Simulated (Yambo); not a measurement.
Yambo input for RbScS₂O₈ (space group P321, No. 150) (a = b = 5.060 Å, c = 8.769 Å, α = β = 90.00°, γ = 120.00°), on PBEsol (Quantum ESPRESSO, PseudoDojo norm-conserving, 84 Ry, scalar-relativistic) wavefunctions on a 6×6×2 mesh:

```
optics
chi
dipoles
kernel
FFTGvecs= 40 Ry
Chimod= "HARTREE"
NGsBlkXd= 3 Ry
% QpntsRXd
 1 | 1 |
%
% BndsRnXd
 2 | 153 |
%
GrFnTpXd= "R"
% EnRngeXd
 0.0 | 20.0 | eV
%
% DmRngeXd
 0.2 | 0.2 | eV
%
CGrdSpXd= 50
ETStpsXd= 161
% LongDrXd
 1.0 | 0.0 | 0.0 |
%
% XfnQP_E
 3.728 | 1.0 | 1.0 |
%
```

First lines of the file o-*.eps_q1_inv_rpa_dyson:

```
Absorption @ Q(1):   1.00000000     0.00000000     0.00000000    [q->0 direction]
#
# [ X ] Hartree size     :  135
# [GEN] GF Energies     : Perdew, Burke & Ernzerhof SOL(X)+Perdew, Burke & Ernzerhof SOL(C)+ user defined corrections @E
# [GEN] Green`s Function     : Retarded
#
# [GEN] Gauge     : Length
# [GEN] [r,Vnl] included     : yes
#
#    E[1] [eV]     Im(eps)     Re(eps)     Im(eps_o)     Re(eps_o)
#
     0.000000     -0.54234E-15     2.163074     -0.36640E-19     2.332691
     0.125000     0.294390E-3     2.163166     0.330053E-3     2.332794
     0.250000     0.589217E-3     2.163442     0.660567E-3     2.333103
     0.375000     0.884921E-3     2.163902     0.992005E-3     2.333619
     0.500000     0.001182     2.164547     0.001325     2.334342
     0.625000     0.001481     2.165378     0.001660     2.335273
     0.750000     0.001782     2.166396     0.001997     2.336414
     0.875000     0.002085     2.167603     0.002336     2.337767
     1.000000     0.002392     2.169000     0.002680     2.339332
     1.125000     0.002703     2.170590     0.003027     2.341113
     1.250000     0.003018     2.172375     0.003378     2.343112
     1.375000     0.003337     2.174358     0.003735     2.345332
     1.500000     0.003662     2.176542     0.004097     2.347775
     1.625000     0.003993     2.178930     0.004465     2.350447
     1.750000     0.004330     2.181527     0.004840     2.353351
     1.875000     0.004674     2.184336     0.005222     2.356490
     2.000000     0.005026     2.187363     0.005613     2.359871
     2.125000     0.005387     2.190611     0.006013     2.363499
     2.250000     0.005757     2.194088     0.006422     2.367379
     2.375000     0.006137     2.197799     0.006842     2.371517
     2.500000     0.006528     2.201750     0.007274     2.375921
     2.625000     0.006932     2.205948     0.007718     2.380598
     2.750000     0.007348     2.210403     0.008176     2.385556
     2.875000     0.007779     2.215121     0.008648     2.390805
     3.000000     0.008225     2.220113     0.009137     2.396353
     3.125000     0.008689     2.225389     0.009643     2.402211
     3.250000     0.009170     2.230958     0.010168     2.408391
     3.375000     0.009672     2.236834     0.010714     2.414904
     3.500000     0.010195     2.243029     0.011283     2.421764
     3.625000     0.010742     2.249557     0.011875     2.428986
     3.750000     0.011315     2.256434     0.012495     2.436585
     3.875000     0.011916     2.263676     0.013144     2.444580
     4.000000     0.012549     2.271302     0.013824     2.452987
```
(The file goes on to the top of the energy range.) Convergence of the RPA response with its 6×6×2 mesh was not tested. The scissor comes from a G0W0 run whose convergence isn't established.

Geometry of the Materials Project entry, not relaxed at this level.

The structure is a Materials Project entry; no match was found in the copy of COD used, and its stability was not checked.
